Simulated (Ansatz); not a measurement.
## CrCu2SnSe4: settings compared (Ansatz)

Input:

```yaml
crystal:
  lattice:
    - [0.0, 5.702223, 0.0]
    - [5.702223, 0.0, 0.0]
    - [2.851112, 2.851112, -5.69186]
  atoms:
    - { symbol: Cr, position: [0.0, 0.0, 0.0] }
    - { symbol: Se, position: [0.3702, 0.3702, 0.7384] }
    - { symbol: Se, position: [0.6298, 0.1086, 0.2616] }
    - { symbol: Se, position: [0.8914, 0.8914, 0.7384] }
    - { symbol: Se, position: [0.1086, 0.6298, 0.2616] }
    - { symbol: Sn, position: [0.5, 0.5, 0.0] }
    - { symbol: Cu, position: [0.75, 0.25, 0.5] }
    - { symbol: Cu, position: [0.25, 0.75, 0.5] }
kpoints:
  mp_grid: { grid: [4, 4, 4], shift: [0, 0, 0] }
magnetization:
  spin_polarized: true
scf:
  occupations: { method: fermi_dirac, width: 0.041 }
hamiltonian:
  pseudopotentials: { kind: paw }
  xc: pbe
  hubbard:
    projectors: all-electron-ortho-atomic
    sites:
      - { species: Cr, l: d, u_eff: 4.24 }
      - { species: Cu, l: d, u_eff: 6.97 }
    double_counting: amf
basis:
  ecutwfc: 420
output:
  forces: true
  stress: true
  eigenvalues: true
  write_density: true
  write_potential: true
  elf: true
  volumetric_format: npy
relax:
  max_steps: 40
  cell: {}
```

Run with:

```bash
ansatz run input.yaml --threads 1 --pin off --max-ram 2560MiB --backend cpu --events-out ev --progress --plain --runs-dir out
```

Origin of the cell: a known structure type with other elements, at an estimated volume, so it need not be a known compound.

Output of this run (shortened):

```
Cr: projections on atomic orbitals take those of the free atom [Ne] 3s2 3p6 3d5 4s1, of charge +0.00 (hamiltonian.pseudopotentials.projection_atoms); the dataset's partial waves leave at most […]
Se: projections on atomic orbitals take those of the free atom [Ar] 3d10 4s2 4p4, of charge +0.00 (hamiltonian.pseudopotentials.projection_atoms); the dataset's partial waves leave at most 2. […]
Sn: projections on atomic orbitals take those of the free atom [Kr] 4d10 5s2 5p2, of charge +0.00 (hamiltonian.pseudopotentials.projection_atoms); the dataset's partial waves leave at most 5. […]
Cu: projections on atomic orbitals take those of the free atom [Ne] 3s2 3p6 3d10 4s1, of charge +0.00 (hamiltonian.pseudopotentials.projection_atoms); the dataset's partial waves leave at mos […]
Pseudopotentials: kind: paw
Pseudopotential: Cr, paw, valence charge 14, recommended cutoff 420 eV (normal), Cr.paw.azcp
Pseudopotential: Se, paw, valence charge 16, recommended cutoff 420 eV (normal), Se.paw.azcp
Pseudopotential: Sn, paw, valence charge 14, recommended cutoff 420 eV (normal), Sn.paw.azcp
Pseudopotential: Cu, paw, valence charge 19, recommended cutoff 420 eV (normal), Cu.paw.azcp
Functional definition: PBE
  exchange = pbe_x(kappa = kappa, mu = beta*pi^2/3)
  correlation = pbe_c(beta = beta)
[… 14 lines left out …]
Initial density: superposition of atomic densities (chi_scale 0.1, normalization cell, long waves kept (reshape's long-wave potential 0.01 eV rms))
Functional: x = pbe(κ = 0.804, μ = 0.219515), c = pbe(β = 0.066725)
SCF iter   1: F=—  HF=-44531.115203 eV  Δρ=4.21e-2  dr2=2.19e1  dr2_m=0.00e0  M=0.000 μB ∫|m|=0.000 μB  defer=4
SCF iter   2: F=—  HF=-44531.659751 eV  Δρ=5.83e-2  dr2=3.54e1  dr2_m=0.00e0  M=0.000 μB ∫|m|=0.000 μB  defer=46
SCF iter   3: F=—  HF=-44529.670479 eV  Δρ=2.00e-2  dr2=2.63e0  dr2_m=0.00e0  M=0.000 μB ∫|m|=0.000 μB  defer=51
SCF iter   4: F=—  HF=-44529.492310 eV  Δρ=1.16e-2  dr2=1.19e0  dr2_m=0.00e0  M=0.000 μB ∫|m|=0.000 μB  defer=51
SCF iter   5: F=—  HF=-44523.875904 eV  Δρ=1.03e-1  dr2=8.46e0  dr2_m=1.44e1  M=7.765 μB ∫|m|=7.830 μB  defer=51
[… 26 lines left out …]
SCF iter  32: F=—  HF=-44531.703098 eV  Δρ=8.51e-5  dr2=3.42e-5  dr2_m=4.94e-6  M=1.980 μB ∫|m|=2.052 μB  defer=138
SCF iter  33: F=—  HF=-44531.703149 eV  Δρ=4.62e-5  dr2=1.10e-5  dr2_m=2.12e-7  M=1.980 μB ∫|m|=2.053 μB  defer=138
SCF iter  34: F=—  HF=-44531.703154 eV  Δρ=2.60e-5  dr2=4.74e-6  dr2_m=1.40e-7  M=1.980 μB ∫|m|=2.053 μB  defer=138
SCF iter  35: F=—  HF=-44531.703154 eV  Δρ=9.24e-6  dr2=5.24e-7  dr2_m=1.95e-9  M=1.980 μB ∫|m|=2.053 μB  defer=138
SCF iter  36: F=-44531.703154 eV  HF=-44531.703154 eV  Δρ=2.57e-6  dr2=4.26e-8  dr2_m=1.39e-9  M=1.980 μB ∫|m|=2.053 μB
relax step   1: F+E_penalty+E_count = -44531.703154 eV  Δ(F+E_penalty+E_count) = +0.000e0 eV  max|allowed force component| = 7.658e-1 eV/Å  Δτ_max = 0.0000 Å  P = +2.754 GPa  Ω = 185.073 Å³ […]
relax step   2: F+E_penalty+E_count = -44531.856725 eV  Δ(F+E_penalty+E_count) = -1.536e-1 eV  max|allowed force component| = 1.286e-1 eV/Å  Δτ_max = 0.0841 Å  P = -0.469 GPa  Ω = 193.394 Å³ […]
relax step   3: F+E_penalty+E_count = -44531.866892 eV  Δ(F+E_penalty+E_count) = -1.017e-2 eV  max|allowed force component| = 3.093e-2 eV/Å  Δτ_max = 0.0169 Å  P = -0.048 GPa  Ω = 192.132 Å³ […]
relax step   4: F+E_penalty+E_count = -44531.867627 eV  Δ(F+E_penalty+E_count) = -7.353e-4 eV  max|allowed force component| = 9.510e-3 eV/Å  Δτ_max = 0.0062 Å  P = +0.034 GPa  Ω = 191.910 Å³ […]
relax step   5: F+E_penalty+E_count = -44531.869154 eV  Δ(F+E_penalty+E_count) = -1.527e-3 eV  max|allowed force component| = 9.612e-3 eV/Å  Δτ_max = 0.0000 Å  P = +0.032 GPa  Ω = 191.910 Å³  stress off target by 4.93e-2 GPa […]
SCF 6 converged in 12 iterations: F = -44531.869154 eV  dr2 = 1.83e-11
basis re-selected at this cell: Δ(F+E_penalty+E_count) = -1.527e-3 eV, ΔP = -0.001 GPa vs the last step (what re-selecting the basis moved, of the pressure what is left beyond the Pulay corre […]
SCF converged after 12 iterations
Magnetization: 1.9340 μB (65.9670 up, 64.0330 down)
Absolute magnetization: 1.9784 μB (∫|ρ↑−ρ↓|, with the PAW one-centre terms)
Spin contamination: 0.0715 ħ² per cell (⟨S²⟩ above its minimum at these occupations)
Per-site moments (μB) at R_I (Å): [(1.478420, 1.031624), (0.016699, 0.999956), (0.016699, 0.999956), (0.016699, 0.999956), (0.016699, 0.999956), (0.008590, 1.096053), (0.024915, 0.999956), (0.024915, 0.999956)]
Free energy (F): -44531.869154 eV
Harris-Foulkes:  -44531.869154 eV  (|F-HF|=7.28e-12)
Internal energy: -44531.863870 eV  (E = F + TS)
E sigma→0 (E₀):  -44531.866512 eV
Entropy (-TS):   -0.005284 eV (-0.660 meV/atom)
Fermi energy:    8.552368 eV
--- Per-component energies (eV) ---
  E_band       = -2954.583212
  E_kinetic    = 1599.225271
  E_local      = -24566.978623  (includes V_loc(G=0)·N_el)
  E_nonlocal   = -1534.257104
  E_hartree    = 11548.583841
  E_xc         = -1111.633299
  E_vxc        = -889.309719  (∫ρ·V_xc dr)
  E_hubbard    = -2.886696  (on-site DFT+U / exact-exchange correction)
  E_vhub       = -5.773391  (the Hubbard potential's part of the band-sum identity)
  E_paw        = -16321.036078  (= ΣΔE_a)
  E_vpaw       = -654.655864  (= ΣTr[D̂ρ^β])
  E_aug_tail   = -0.001435  (compensation charges beyond the density's cutoff)
  E_ewald      = -14142.879748
  E_smearing   = -0.005284  (= −TS)
  Σ components = -44531.869154   (vs F -44531.869154, Δ=0.00e0)
DFT+U double counting: amf (around mean field; hamiltonian.hubbard.double_counting)
--- Forces (eV/Å), atoms counted from 1 ---
  atom   1  Cr     0.000000    -0.000000     0.000000
  atom   2  Se     0.009612     0.009612     0.008415
  atom   3  Se     0.009612    -0.009612    -0.008415
  atom   4  Se    -0.009612    -0.009612     0.008415
  atom   5  Se    -0.009612     0.009612    -0.008415
  atom   6  Sn     0.000000     0.000000     0.000000
  atom   7  Cu     0.000000     0.000000     0.000000
  atom   8  Cu    -0.000000    -0.000000    -0.000000
  max |Σ_I F_I| component: 1.30e-17 eV/Å
--- Stress (GPa, compression-positive) ---
        0.023687       0.000000      -0.000000
        0.000000       0.023687      -0.000000
       -0.000000      -0.000000       0.049303
  P = ⅓ Tr σ = 0.0322 GPa (0.322 kbar)
Occupation matrices written to <dir>
--- Relaxed structure (4 steps of the walk, 4 accepted, 1 SCFs on fresh bases) ---
  F+E_penalty+E_count = -44531.869154 eV   max|allowed force component| = 9.612e-3 eV/Å   (the final SCF, on the basis selected at the relaxed cell)
  cell:  # Å, volume = 191.9104 Å³
    - [-5.531e-15, 5.735534, 2.519e-7]
    - [5.735534, -5.531e-15, 2.519e-7]
    - [2.867767, 2.867767, -5.833790]
  atoms:
    - { symbol: Cr, position: [3.214e-19, 2.643e-19, -6.047e-19], spin: 1.43 }
    - { symbol: Se, position: [0.374228, 0.374228, 0.727054], spin: 0.02 }
    - { symbol: Se, position: [0.625772, 0.101282, 0.272946], spin: 0.02 }
    - { symbol: Se, position: [0.898718, 0.898718, 0.727054], spin: 0.02 }
    - { symbol: Se, position: [0.101282, 0.625772, 0.272946], spin: 0.02 }
    - { symbol: Sn, position: [0.500000, 0.500000, -6.047e-19], spin: 0.01 }
    - { symbol: Cu, position: [0.750000, 0.25, 0.500000], spin: 0.04 }
    - { symbol: Cu, position: [0.25, 0.750000, 0.500000], spin: 0.04 }
```

The same input was run again with these changes:

1. `scf.eigensolver.kind` default → davidson
2. `scf.occupations.width` 0.041 → 0.001; `basis.ecutwfc` 420 → "29.4 Ry"
3. `relax.f_tol` default → 0.05; `relax.max_displacement` default → 0.3; `kpoints.mp_grid.grid` [4, 4, 4] → [5, 5, 5]
4. `scf.n_extra_bands` default → 8; `hamiltonian.hubbard` { projectors: all-electron-ortho-atomic, sites: [{ species: Cr, l: d, u_eff: 4.24 }, { species: Cu, l: d, u_eff: 6.97 }], double_counting: amf } → { sites: [{ species: Cu, l: d, u_eff: 2.0 }], double_counting: fll }

```tsv
run	end	SCF iterations	volume (Å³/atom)	max force component (eV/Å)	moment (μB)	ΔE(σ→0) (meV/atom)
base	converged	78	23.99	0.010	1.93	0
1	converged	83	23.99	0.010	1.93	0.00
2	converged	83	23.99	0.002	2.00	0.41
3	converged	74	24.01	0.035	1.95	-0.10
4	converged	128	24.20	0.001	2.52	–
```

Energies are compared only where functional, datasets, charge and starting cell are the same.

Caveats of the base run: one start, so the magnetic state may not be the lowest; spin is on but no moment was typed; the k mesh is coarse if the cell is a metal; the relaxation held the start's symmetry, so the end may be a saddle point.

Run 2: the cutoff lies below the datasets' advice.

The base run ran for 5.9 min on 1 thread of Arm Neoverse V1 (shared host), peak memory 0.76 GiB, from the program's own first density.
